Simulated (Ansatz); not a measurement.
# TiH2, single point

TiH2 is taken as a measured crystal structure (space group I4/mmm), 3 atoms in the cell. Source: COD entry 2310984; the sample's temperature and pressure aren't taken into account, and it need not be the stable phase.

All numbers below come from DFT, LDA, PAW, plane waves, scalar-relativistic (Ansatz development build ahead of 0.2.0).

The input:

```yaml
crystal:
  lattice:
    - [-1.5965, 1.5965, 2.1335]
    - [1.5965, -1.5965, 2.1335]
    - [1.5965, 1.5965, -2.1335]
  atoms:
    - { symbol: H, position: [0.75, 0.25, 0.5] }
    - { symbol: H, position: [0.25, 0.75, 0.5] }
    - { symbol: Ti, position: [0.0, 0.0, 0.0] }
hamiltonian:
  xc: lda
  pseudopotentials: { kind: paw }
basis:
  ecutwfc: 420
kpoints:
  mp_grid: { grid: [9, 9, 11] }
scf:
  occupations: { method: fermi_dirac, width: 0.1 }
  lower_state_search: "off"
  algorithm: density_mixing
  max_iter: 60
  mixing: { algorithm: anderson, beta: 0.5, globalisation: backtrack }
output:
  forces: true
  stress: true
```

Launched as:
```sh
ansatz run input.yaml --threads 2 --pin off --max-ram 5120MiB --backend cpu --events-out ev --progress --plain --runs-dir out
```

Program output, abridged:

```
Warning: crystal.symmetry: narrowed to the stabiliser of the k-point mesh — unitary ops 16 → 4; excluded 12 operations that carry a point of the 9×9×11 mesh (shift [0, 0, 0]) off the mesh (the run samples exactly the mesh kpoints.mp_grid names, as under crystal.symmetry.detect: false, and its converged state has the mesh's symmetry, not the crystal's; [...]
Pseudopotentials: kind: paw
Pseudopotential: H, paw, valence charge 1, recommended cutoff 420 eV (normal), H.paw.azcp
Pseudopotential: Ti, paw, valence charge 12, recommended cutoff 420 eV (normal), Ti.paw.azcp
Functional definition: SPW92
Crystal: 3 atoms, lattice volume = 21.752 Å³
Basis set: ecut = 420 eV, 427 PW (Γ)
Bands: 11, of which v1, the nominal top of the filled ones, is band 7 counted from 1 (6 counted from 0)
Symmetry: 4 space group operations
k-points: 250 of 891
Non-local potential: H, projectors of the file, l = 0: 2, l = 1: 1
Non-local potential: Ti, projectors of the file, l = 0: 3, l = 1: 2, l = 2: 3, l = 3: 1
PAW frozen core: Ti, regenerated for the run's functional, and the local potential with it (the file was generated under x = pbe(κ = 0.804, μ = 0.2195149727645171), c = pbe(β = 0.06672455060314922))
Initial density: superposition of atomic densities (neutral atoms: chi_scale 0, normalization atom), corrected by the library's trained network
Initial wavefunctions: pseudopotential atomic-orbital guess
Functional: x = slater, c = lda
SCF iter   1: F=—  HF=-2483.371245 eV  |F-HF|=—  |Δ(HF+E_count)|=         —  Δρ=1.35e-2  dr2=2.70e-2  ethr=3.10e-3  ⟨swp⟩=4.2  Hψ=12940  notcnv=0
preconditioner: auto → none  [metal: Δε(μ)=0.008 eV  Ē_g=6.788 eV  σ=0.100 eV  W_gap=0.02  n_scr=8 (ndim 8)  ℏωp=19.5 eV  f_vac=0.000  D(μ)=1.41/eV (n_scr^D=14)  sad-step TF]
SCF iter   2: F=-2483.360048 eV  HF=-2483.363890 eV  |F-HF|=3.84e-3  |Δ(HF+E_count)|=   7.36e-3  Δρ=7.25e-3  dr2=7.43e-3  ethr=5.78e-5  ⟨swp⟩=1.0  Hψ=4750  notcnv=0  κ⁻¹=1.0e0(r=1)
SCF iter   3: F=-2483.361142 eV  HF=-2483.361252 eV  |F-HF|=1.10e-4  |Δ(HF+E_count)|=   2.64e-3  Δρ=1.07e-3  dr2=2.32e-4  ethr=1.59e-5  ⟨swp⟩=3.0  Hψ=4758  notcnv=0  κ⁻¹=1.3e-2(r=2)
SCF iter   4: F=-2483.361233 eV  HF=-2483.361219 eV  |F-HF|=1.35e-5  |Δ(HF+E_count)|=   3.26e-5  Δρ=4.92e-4  dr2=1.45e-5  ethr=4.98e-7  ⟨swp⟩=2.8  Hψ=4375  notcnv=0  κ⁻¹=4.5e-4(r=3)
SCF iter   5: F=-2483.361234 eV  HF=-2483.361234 eV  |F-HF|=9.27e-9  |Δ(HF+E_count)|=   1.45e-5  Δρ=3.56e-5  dr2=9.59e-8  ethr=2.14e-10  ⟨swp⟩=2.9  Hψ=10672  notcnv=0
SCF 1 converged in 5 iterations: F = -2483.361234 eV  dr2 = 9.59e-8
  greatest PAW one-centre occupation: 0.999 electrons in one spin orbital (limit 2), on the Ti atom at site 2 (counted from 0), in its partial waves of l = 0
SCF converged after 5 iterations
Stability not checked: this state was not tested for a lower state beside it, because the mixer in use, unlike msr1, does not test its closes by its own steps (another_mixer; see scf.mixing.algorithm and scf.lower_state_search)
Free energy (F): -2483.361234 eV
Harris-Foulkes:  -2483.361234 eV  (|F-HF|=9.27e-9)
Internal energy: -2483.315131 eV  (E = F + TS)
E sigma→0 (E₀):  -2483.338182 eV
Entropy (-TS):   -0.046103 eV (-15.368 meV/atom)
Fermi energy:    11.602067 eV
--- Per-component energies (eV) ---
  E_band       = -175.352945
  E_kinetic    = 301.375260
  E_local      = -887.709179  (includes V_loc(G=0)·N_el)
  E_nonlocal   = 14.240609
  E_hartree    = 358.099731
  E_xc         = -115.894789
  E_vxc        = -146.775726  (∫ρ·V_xc dr)
  E_paw        = -999.866419  (= ΣΔE_a)
  E_vpaw       = -172.688419  (= ΣTr[D̂ρ^β])
  E_aug_tail   = -0.002195  (compensation charges beyond the density's cutoff)
  E_ewald      = -1153.884098
  E_core_change = 0.325950  (= ΣΔE_core)
  E_smearing   = -0.046103  (= −TS)
  E_closure    = 0.000000  (closes the sum)
  Σ components = -2483.361234   (vs F -2483.361234, Δ=0.00e0)
--- Forces (eV/Å), atoms counted from 1 ---
  atom   1  H      0.00007694    -0.00007694     0.00000000
  atom   2  H     -0.00007694     0.00007694     0.00000000
  atom   3  Ti    -0.00000000    -0.00000000     0.00000000
  max |Σ_I F_I| component: 2.47e-31 eV/Å
--- Stress (GPa, compression-positive) ---
       -9.123092       0.015835      -0.017247
        0.015835      -9.123092      -0.017247
       -0.017247      -0.017247      -8.001519
  P = ⅓ Tr σ = -8.7492 GPa (-87.492 kbar)
```

The mesh has less symmetry than the lattice, which lowers the symmetry of the run.

The run took 1.9 s on 2 threads of Arm Neoverse V1 (shared host), peak memory 0.33 GiB.
